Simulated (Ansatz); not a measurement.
Here is the system:

NaF:
```
CELL_PARAMETERS angstrom
      0.00000     2.25121     2.25121
      2.25121     0.00000     2.25121
      2.25121     2.25121     0.00000
ATOMIC_POSITIONS crystal
  Na 0.00000 0.00000 0.00000
  F  0.50000 0.50000 0.50000
```

This is the LDA-relaxed structure.

Problem. All from LDA (plane waves, PAW; program Ansatz), unless another level is named. Predict the electronic dielectric constant ε∞ (DFPT).

Solution. 1.93.

Problem. And the static dielectric constant ε0 (ions relaxed, cell fixed)?

Solution. 4.64.

Problem. Next, the Born charges (a third of the trace)?

Solution. Na +1.00, F -1.00 e.

Space group Fm-3m (rock salt). The LDA relaxation kept the symmetry of its start.

Potentials: the earlier of the program's two PAW sets. The files were generated under PBE; for other functionals the program regenerates the frozen cores, and for LDA and PBEsol the local potential too.
